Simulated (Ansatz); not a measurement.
TiSi in space group Cmmm (No. 65; Ti on 2b, Si on 2d) at seven volumes, LDA (plane waves, PAW; program Ansatz), shape and atoms relaxed at each. One row is withheld.

```csv
V (Å³/atom),P (GPa)
12.526,?
12.939,10.46
13.352,4.96
13.765,0.00
14.178,-4.14
14.591,-7.60
15.004,-10.34
```

Q: Fit the shown pressures and predict the withheld one.

A: P = (3/2)B₀(x^(7/2) − x^(5/2))[1 + (3/4)(B′ − 4)(x − 1)] with x = (V₀/V)^(2/3). Least squares on the six rows gives V₀ = 13.765 Å³/atom, B₀ = 147 GPa, B′ = 4.63. At V = 12.526, x = 1.0649 and P = 17.26 GPa. The run itself gave 16.95 GPa.

The first step of the workflow began from a Materials Project structure, measured or hypothetical; the Crystallography Open Database copy checked does not list it. COD files the formula under space group No. 25, so this cell is another polymorph or a model. Whether it is the stable phase at ambient conditions was not checked. The LDA relaxation kept the symmetry of its start; of distortions, only those at the zone centre were tested. No spin polarisation was allowed.

Potentials: the later of the program's two PAW sets.
